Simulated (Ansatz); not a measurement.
**WC: input and output**

Input file of Ansatz 0.2.0:

```yaml
crystal:
  lattice:
    - [2.90269351, 0.0, 2.83400611]
    - [-1.45134676, 2.51380868, 0.0]
    - [2.90269351, 0.0, -2.83400611]
  atoms:
    - { symbol: W, position: [0.0, 0.0, 0.0] }
    - { symbol: W, position: [0.5, 0.0, 0.5] }
    - { symbol: C, position: [0.083335, 0.33333, 0.583335] }
    - { symbol: C, position: [0.583335, 0.33333, 0.083335] }
  symmetry: { tolerance: 0.0003 }
kpoints:
  mp_grid: { grid: [9, 9, 9], shift: [0, 0, 0] }
  band_path:
    path:
      - [0.0, 0.0, 0.0]
      - [0.49999991, -1.2e-07, 0.49999991]
      - [0.33333327, 0.33333327, 0.33333327]
      - [0.0, 0.0, 0.0]
      - [0.5, 0.0, -0.5]
      - [0.99999991, -1.2e-07, -9.0e-08]
      - [0.83333327, 0.33333327, -0.16666673]
      - [0.5, 0.0, -0.5]
      - [0.99999991, -1.2e-07, -9.0e-08]
      - [0.49999991, -1.2e-07, 0.49999991]
      - [0.83333327, 0.33333327, -0.16666673]
    npoints: 14
magnetization:
  spin_polarized: false
scf:
  occupations: { method: fermi_dirac }
  lower_state_search: "off"
  max_iter: 200
hamiltonian:
  pseudopotentials: { kind: paw }
  xc: pbesol
basis:
  ecutwfc: 420
  fft_grid_basis: typed
output:
  forces: true
  stress: true
  eigenvalues: true
  bader: true
  populations: true
  elf: true
  write_potential: true
  volumetric_format: npy
  dos:
    e_range: [-12, 8]
    de: 0.05
    projected: { site_lists: { C: [C], W: [W] } }
  write_density: true
checkpoint:
  read: saved_state
```

Launched with:

```sh
ansatz run input.yaml --threads 1 --pin off --max-ram 2560MiB --backend cpu --events-out ev --progress --plain --runs-dir out
```

The run starts from an earlier solution of this cell. 

Output (shortened):

```
Warning: the atoms were moved onto the symmetric positions of the space group found under crystal.symmetry.tolerance 3.0e-4 (fractional; no operation is sought that the atoms, as they stand in a round, miss by more than twice it, and no atom is moved by as much as it), and the run uses the moved positions.
Pseudopotentials: kind: paw
Pseudopotential: W, paw, valence charge 14, recommended cutoff 420 eV (normal), W.paw.azcp
Pseudopotential: C, paw, valence charge 4, recommended cutoff 420 eV (normal), C.paw.azcp
Functional definition: PBEsol
  exchange = pbesol_x
  correlation = pbesol_c
Crystal: 4 atoms, lattice volume = 41.358 Å³
Basis set: ecut = 420 eV, 817 PW (Γ), exchange–correlation on 60×40×60 points (8 copies of the dense FFT grid, shifted against one another)
Bands: 22, of which v1, the nominal top of the filled ones, is band 18 counted from 1 (17 counted from 0)
Symmetry: 8 space group operations
Space group: P-6m2 (ITA 187), of the structure as read, at distance tolerance 1.0e-3 Å
k-points: 125 of 729 (time reversal used)
Initial density: read from a saved state, or passed on in memory by an earlier SCF of this step, an earlier step, the calling program or the single point that the run made first
Functional: x = pbesol(κ = 0.804, μ = 0.1235), c = pbesol(β = 0.046)
SCF iter   1: F=—  Δρ=1.84e-3  dr2=1.96e-4
SCF iter   2: F=—  Δρ=9.39e-4  dr2=3.97e-5
SCF iter   3: F=—  Δρ=1.40e-4  dr2=2.41e-6
SCF iter   4: F=—  Δρ=2.66e-5  dr2=1.44e-7
SCF iter   5: F=-21007.4676 eV  Δρ=2.53e-6  dr2=2.32e-9
Free energy (F): -21007.4676 eV
Harris-Foulkes:  -21007.4676 eV  (|F-HF|=5.75e-10)
Internal energy: -21007.4455 eV  (E = F + TS)
E sigma→0 (E₀):  -21007.4565 eV
Entropy (-TS):   -0.0220 eV (-5.501 meV/atom)
Fermi energy:    20.5336 eV
--- Per-component energies (eV) ---
  E_band       = -118.4029
  E_kinetic    = 1083.6260
  E_local      = -1329.0217  (includes V_loc(G=0)·N_el)
  E_nonlocal   = 56.2186
  E_hartree    = 468.7476
  E_xc         = -629.0338
  E_vxc        = -600.0611  (∫ρ·V_xc dr)
  E_paw        = -17061.6901  (= ΣΔE_a)
  E_vpaw       = -266.6604  (= ΣTr[D̂ρ^β])
  E_aug_tail   = -0.0001  (compensation charges beyond the density's cutoff)
  E_ewald      = -3596.7779
  E_core_change = 0.4858  (= ΣΔE_core)
  E_smearing   = -0.0220  (= −TS)
--- Stress (GPa, compression-positive) ---
       -1.5863       0.1405       0.0000
        0.1405      -1.7486       0.0000
        0.0000       0.0000      -2.9256
  P = ⅓ Tr σ = -2.0868 GPa (-20.868 kbar)
--- Löwdin populations: 4 sites ---
  site symbol       q [e]
     0      W     13.2152
     1      W     13.2152
     2      C      4.7020
     3      C      4.7020
  spilling = 0.0046 (of n_electrons = 36.0000)
```

Absolute energies hang on the potentials; compare differences alone.

Origin: a database entry at a rescaled volume.

It took 50 s on 1 thread of Intel(R) Xeon(R) Platinum 8488C (Sapphire Rapids) (shared host), peak memory 0.46 GiB, starting from a saved density.
